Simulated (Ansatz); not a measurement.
Data:

Ba4Sb2O:
```cif
data_Ba4OSb2
_chemical_formula_sum 'Ba4 Sb2 O1'
_space_group_name_H-M_alt 'P 1'
_space_group_IT_number 1
_cell_length_a 9.75781
_cell_length_b 9.75781
_cell_length_c 9.75781
_cell_angle_alpha 149.075
_cell_angle_beta 149.075
_cell_angle_gamma 44.300
loop_
_space_group_symop_operation_xyz
  'x, y, z'
loop_
_atom_site_label
_atom_site_type_symbol
_atom_site_fract_x
_atom_site_fract_y
_atom_site_fract_z
_atom_site_occupancy
Ba1 Ba 0.67048 0.67048 0.00000 1
Ba2 Ba 0.32952 0.32952 0.00000 1
Ba3 Ba 0.50000 0.00000 0.50000 1
Ba4 Ba 0.00000 0.50000 0.50000 1
Sb1 Sb 0.86248 0.86248 0.00000 1
Sb2 Sb 0.13752 0.13752 0.00000 1
O1 O 0.50000 0.50000 0.00000 1
```

This is the PBEsol-relaxed structure.

Question: All from plane-wave PAW PBEsol (Ansatz code), unless another level is named. Give the formation energy from the elements (no fitted shifts).

Answer: -1.56 eV/atom.

Question: Next, the hole effective mass with spin–orbit coupling?

Answer: 0.10, 0.10, 1.8 mₑ (principal values).

Question: Predict the band gap.

Answer: 0.53 eV (direct).

Question: Next, the valence-band maximum?

Answer: at M.

Space group I4/mmm. The first step of the workflow began from a Materials Project structure, measured or hypothetical; the Crystallography Open Database files this formula in space group No. 139, but the cells were not matched. Whether it is the stable phase at ambient conditions was not checked. The PBEsol relaxation kept the symmetry of its start; whether a distortion lowers the energy is not shown. The references are the lowest solids computed at this level, not always the standard phases (solids in place of the gases). Spin–orbit coupling is left out wherever it is not named.

Potentials: the later of the program's two PAW sets.
